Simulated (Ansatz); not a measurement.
In DFT-r²SCAN in the program Ansatz with PAW potentials, GaO₁₆Zn₁₅ in the trigonal phase (P3m1; Pearson symbol hP32) relaxes to a = 6.480 Å, c = 10.466 Å. Ga has 4 nearest neighbours from 1.88 Å (tetrahedral); O on 1a has 4 nearest neighbours from 1.88 Å (tetrahedral); O on 1a has 4 nearest neighbours from 1.96 Å (tetrahedral); O on 3d has 4 nearest neighbours from 1.96 Å (tetrahedral). Against the elements it lies at -1.62 eV/atom, with no fitted shifts.

Electronic character: metallic (no gap).

Bader charges are Ga +1.85, O -1.31 to -1.29, Zn +1.25 to +1.27 e.

The start of the workflow was typed in or built on a structure type; neither database checked (COD, Materials Project) lists it. Whether it is the stable phase at ambient conditions was not checked. Symmetry was held in the r²SCAN relaxation; its stability against distortions is not shown here. With an odd number of electrons in the cell and no spin polarisation, the count alone makes it a metal. The references are the lowest solids computed at this level, not always the standard phases (solids in place of the gases). Spin–orbit coupling is left out wherever it is not named.

Potentials: the later of the program's two PAW sets.
